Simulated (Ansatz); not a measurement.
Be: stiffness from a series of strains

```xyz
4
Lattice="3.7468 0.0000 0.0000 0.0000 3.7468 0.0000 0.0000 0.0000 2.2813" Properties=species:S:1:pos:R:3 pbc="T T T"
Be    1.1143    1.1143    0.0000
Be    2.6325    2.6325    0.0000
Be    0.7591    2.9877    1.1406
Be    2.9877    0.7591    1.1406
```

Atom numbers follow the list: Be1, Be2, Be3, Be4.

Structure from Materials Project entry mp-1008501 (possibly hypothetical), not relaxed further.

Theory: DFT, PBEsol, all-electron LAPW, scalar-relativistic (Ansatz 0.2.0).

Settings: a Γ-centred 9×9×14 k mesh, Fermi–Dirac smearing of 0.05 eV, basis error target 1 meV/atom, no spin polarisation.

The strain is applied along the Cartesian axes of the cell as listed (γ is the engineering shear, twice εxy = εyz = εzx). Fractional coordinates are held (clamped ions).

σ is the change of stress from the unstrained cell, which is at -1.19 GPa; tension is positive, so slopes are stress–strain coefficients at that pressure. In a metal the k mesh adds noise.

Only quantities that a quadratic follows smoothly over the whole series are listed; rougher ones are left out.

```csv
γ,σxy (GPa),σyz (GPa)
-0.0300,-3.73,-4.92
-0.0200,-2.57,-3.30
0.0000,0.00,0.00
0.0100,1.36,1.68
0.0200,2.70,3.42
0.0300,4.01,5.19
```

Q: Fit the series and read off the stiffness at zero strain.

A: Least-squares fits y = p0 + p1 x + p2 x² to the rows give σxy (GPa): p1 = 130, p2 = 130; σyz (GPa): p1 = 168, p2 = 160.

Q: One run, at γ = -0.0100, is withheld. Predict its row.

A: The fits give -1.27, -1.67; the run gave -1.33, -1.65.
